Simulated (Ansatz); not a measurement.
# SiC with Zr replacing Si: gradients before and after relaxing the atoms

Start: a supercell of SiC (space group P6_3mc) built from an entry of the Crystallography Open Database (COD) (the entry's cell lengths or inner coordinates differ somewhat from later room-temperature determinations), with all atoms left at the host's positions.

Space group P3m1 (No. 156); a = 6.1900, c = 15.1700 Å, γ = 120.00°.

| site | Wyckoff | site symmetry | x | y | z |
| --- | --- | --- | --- | --- | --- |
| Si1 | 3d | .m. | 0.8333 | 0.6667 | 0.1250 |
| Si3 | 1b | 3m. | 0.3333 | 0.6667 | 0.1250 |
| Si5 | 3d | .m. | 0.8333 | 0.6667 | 0.6250 |
| Si7 | 1b | 3m. | 0.3333 | 0.6667 | 0.6250 |
| Si9 | 1a | 3m. | 0.0000 | 0.0000 | 0.2917 |
| Si10 | 3d | .m. | 0.0000 | 0.5000 | 0.2917 |
| Si13 | 3d | .m. | 0.1667 | 0.8333 | 0.7917 |
| Si16 | 1c | 3m. | 0.6667 | 0.3333 | 0.7917 |
| Zr | 1a | 3m. | 0.0000 | 0.0000 | 0.9583 |
| Si18 | 3d | .m. | 0.0000 | 0.5000 | 0.9583 |
| Si21 | 3d | .m. | 0.1667 | 0.8333 | 0.4583 |
| Si24 | 1c | 3m. | 0.6667 | 0.3333 | 0.4583 |
| C25 | 3d | .m. | 0.8333 | 0.6667 | 0.0000 |
| C27 | 1b | 3m. | 0.3333 | 0.6667 | 0.0000 |
| C29 | 3d | .m. | 0.8333 | 0.6667 | 0.5000 |
| C31 | 1b | 3m. | 0.3333 | 0.6667 | 0.5000 |
| C33 | 1a | 3m. | 0.0000 | 0.0000 | 0.1667 |
| C34 | 3d | .m. | 0.0000 | 0.5000 | 0.1667 |
| C37 | 3d | .m. | 0.1667 | 0.8333 | 0.6667 |
| C40 | 1c | 3m. | 0.6667 | 0.3333 | 0.6667 |
| C41 | 1a | 3m. | 0.0000 | 0.0000 | 0.8333 |
| C42 | 3d | .m. | 0.0000 | 0.5000 | 0.8333 |
| C45 | 3d | .m. | 0.1667 | 0.8333 | 0.3333 |
| C48 | 1c | 3m. | 0.6667 | 0.3333 | 0.3333 |

One atom of each set is listed.

Computed with Ansatz: DFT, PBE, plane waves and PAW, scalar-relativistic, 420 eV cutoff, Γ-centred 4×4×2 k-points, Fermi–Dirac smearing 0.01 eV.

The largest force at the start is 7.2 eV/Å. Relaxing the ions at fixed cell moves them by 0.253 Å at most (atom 41, C) and 0.066 Å rms.

```
site  moved (Å)              first shell before                    first shell after  V_zz before (10²¹ V/m²)  η before
 Si1      0.056                   4 C at 1.90 Å                   4 C at 1.86–1.91 Å                     0.43      0.16
Si13      0.062                   4 C at 1.90 Å                   4 C at 1.85–1.91 Å                     0.46      0.35
  Zr      0.020                   4 C at 1.90 Å                   4 C at 2.08–2.13 Å                     0.89      0.00
Si18      0.017                   4 C at 1.90 Å                   4 C at 1.85–1.91 Å                     0.65      0.40
Si21      0.006                   4 C at 1.90 Å                   4 C at 1.88–1.89 Å                     0.21      0.12
 C25      0.181  3 Si at 1.90 Å, 1 Zr at 1.90 Å  3 Si at 1.85–1.86 Å, 1 Zr at 2.08 Å                    -2.24      0.05
 C31      0.047                  4 Si at 1.90 Å                  4 Si at 1.88–1.89 Å                     0.14      0.00
 C37      0.053                  4 Si at 1.90 Å                  4 Si at 1.88–1.90 Å                    0.067      0.22
 C41      0.253  3 Si at 1.90 Å, 1 Zr at 1.90 Å       3 Si at 1.85 Å, 1 Zr at 2.13 Å                    -2.24      0.00
 C42      0.004                  4 Si at 1.90 Å                  4 Si at 1.90–1.91 Å                    0.053      0.75
```

**Question.** What are V_zz and η after the relaxation?

**Answer.** 

```csv
site,V_zz after,η after,change of V_zz
Si1,0.59,0.01,+0.16
Si13,-0.80,0.97,–
Zr,-2.02,0.00,-2.91
Si18,-1.34,0.34,–
Si21,0.14,1.00,-0.07
C25,-2.13,0.01,+0.11
C31,-0.076,0.00,-0.22
C37,-0.25,0.08,–
C41,-2.08,0.00,+0.16
C42,0.27,0.58,+0.22
```

The largest change of V_zz along a kept axis is on Zr, from 0.89 to -2.02. In per cent, |V_zz| changes by -7 to -5 on C (all sites that start above 0.5, bar those whose gradient vanishes or changes sign or whose main axis turns by over 40°). Where |V_zz| stays above 0.1 and the axes keep their order, η moves most on Si21, from 0.12 to 1.00. V_zz changes sign on Zr (same axis), C31 (same axis), Si3 (same axis) (not all in the table). On Si18, Si13, C37, Si5, Si10, C34, C45 (not all in the table) the largest principal value lies along another axis in the second run, so the two V_zz can't be compared directly. The table leaves out 14 of the 24 sites, with |V_zz| up to 0.44; their tensors move by 0.21 at most along any direction. The statements above cover all sites. The host's own positions weren't relaxed first, so part of the change far from the defect can be the host's relaxation.

The defect repeats with the cell of 48 atoms, so it feels its images: sites between two images don't show the values beside a lone defect, and zeros or small values of η there can come from the images' arrangement. C and Si carry a gradient in the pure host already, so the values there aren't the defect's effect alone. Without spin–orbit coupling (the program notes it for Zr) the gradients are little affected as a rule: paired runs on crystals with a gap mostly move them by under 2 % at such atoms.
Before: The cell keeps the host's lattice, where the PBE pressure is 7 GPa. The neighbours have not yet relaxed around the defect (largest force 7.2 eV/Å), so the values at and beside it are those of a strained start, not of the defect in a real crystal.
After: The relaxation keeps the site symmetry 3m of the start, so the impurity can move only along its axis; a start off the site could end lower.
